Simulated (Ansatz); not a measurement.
Values for one crystal, relaxed and computed with DFT-PBEsol in the program Ansatz with PAW potentials; other levels are named.

```yaml
volume_per_atom: 23.15 Å³
band_gap: 0.32 eV (direct)
Pressure derivative B′: 4.0
Electronic dielectric constant ε∞ (DFPT): 22.6 (xx = yy), 13.3 (zz)
Formation energy from the elements (no fitted shifts): -54 kJ/mol-atom
conduction_band_minimum: at A
valence_band_maximum: at A
```

Question: Pick the material that matches.
(A) BaGaSnH, P3m1 (Ba on 1b, Ga on 1a, Sn on 1c, H on 1a)
(B) BaTiO3, P4mm (Ti on 1b, Ba on 1a, O on 1b, O on 2c)
(C) CsSnI3, Pnma (Cs on 4c, Sn on 4a, I on 4c, I on 8d)
(D) BaZrO3, cubic perovskite

Answer: A, BaGaSnH, P3m1 (Ba on 1b, Ga on 1a, Sn on 1c, H on 1a)

The first step of the workflow began from a Materials Project structure, measured or hypothetical; the Crystallography Open Database files this formula in space group No. 156, but the cells were not matched. Whether it is the stable phase at ambient conditions was not checked. The cell was relaxed with PBEsol under the symmetry of its start; whether a distortion lowers the energy is not shown. The references are the lowest solids computed at this level, not always the standard phases (solids in place of the gases). Spin–orbit coupling is left out wherever it is not named.

Potentials: the later of the program's two PAW sets.
